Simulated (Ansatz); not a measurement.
Clean, relaxed (001) surface of MoS2, space group P6_3/mmc (No. 194) (top face towards +c; atoms held fixed, by place in the list: 1, 2, 3, 4, 5, 6):

```
CELL_PARAMETERS angstrom
3.14935 0.00000 0.00000
-1.57468 2.72742 0.00000
0.00000 0.00000 38.26786
ATOMIC_POSITIONS crystal
S 0.33333 0.66667 0.22212
Mo 0.66667 0.33333 0.26304
S 0.33333 0.66667 0.30396
S 0.66667 0.33333 0.38009
Mo 0.33333 0.66667 0.42101
S 0.66667 0.33333 0.46193
S 0.33333 0.66667 0.53805
Mo 0.66667 0.33333 0.57897
S 0.33333 0.66667 0.61988
S 0.66667 0.33333 0.69618
Mo 0.33333 0.66667 0.73712
S 0.66667 0.33333 0.77809
```

Computed with Ansatz, DFT PBE+D3(BJ), scalar-relativistic, plane waves, PAW. Settings: cutoff 420 eV, Γ-centred mesh 9×9×1 on the computed 12-atom cell, Gaussian smearing of 0.05 eV; no spin polarisation. The cell repeats along c with a dipole correction in the vacuum.

With the adsorbate the run is spin-polarised, so any moments that the slab's own atoms take up count into E_ads.

H (atom) is adsorbed on the top face, one adsorbate per 8.6 Å², and relaxed from 2 starting sites (fractions of a and b). The adsorption energy is E(slab + adsorbate) − E(slab) − E(free adsorbate, spin-polarised where open-shell). Heights count from the highest slab atom after relaxation. Δp counts per cell along +c. Bonded neighbours lie within 1.25 times the sum of covalent radii (1.35 for H) and, on that scale, within 12 % of the closest. With the adsorbate the cell is lengthened along c to keep the vacuum.

| start | ends at | E_ads (eV) | height (Å) | shortest contact | Δp (e·Å) |
| --- | --- | --- | --- | --- | --- |
| top (S) at (0.67, 0.33) | (0.67, 0.33), 1 bonded neighbour (S) | -0.56 | 1.42 | H–S 1.42 Å | +0.082 |
| hollow (S-S-S) at (0.00, 0.00), 1.0 Å under the top layer | (0.00, 0.00), 3 bonded neighbours (Mo) | -0.70 | -1.70 | H–Mo 1.82 Å | +0.012 |

Among the sites tried, the lowest end comes from the hollow (S-S-S) at (0.00, 0.00), 1.0 Å under the top layer start; other sites may lie lower.

Each end is the local minimum or symmetric point that its start leads to.

The ends differ in their magnetic moment (0.0, 0.5 μB a cell), so part of the order can come from the spin state that each run reached.